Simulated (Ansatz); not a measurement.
Here is the system:

Os (diamond, Fd-3m), a = b = c = 5.517 Å, α = β = γ = 90.00°; the cell used has 2 atoms.

This is the r²SCAN-relaxed structure.

Q: All from the program Ansatz at the r²SCAN level (PAW), unless another level is named. Predict the density of states at the Fermi level.

A: 0.74 states/eV per atom (mean over ±0.08 eV).

Q: Next, the gap with spin–orbit coupling?

A: none (metallic).

The start of the workflow was typed in or built on a structure type; neither database checked (COD, Materials Project) lists it. It is not the phase usual at ambient conditions (space group No. 194). Symmetry was held in the r²SCAN relaxation; its stability against distortions is not shown here. The run is not spin-polarised. Scalar-relativistic: spin–orbit coupling is off unless named, which matters more the heavier the elements.

Potentials: the later of the program's two PAW sets.
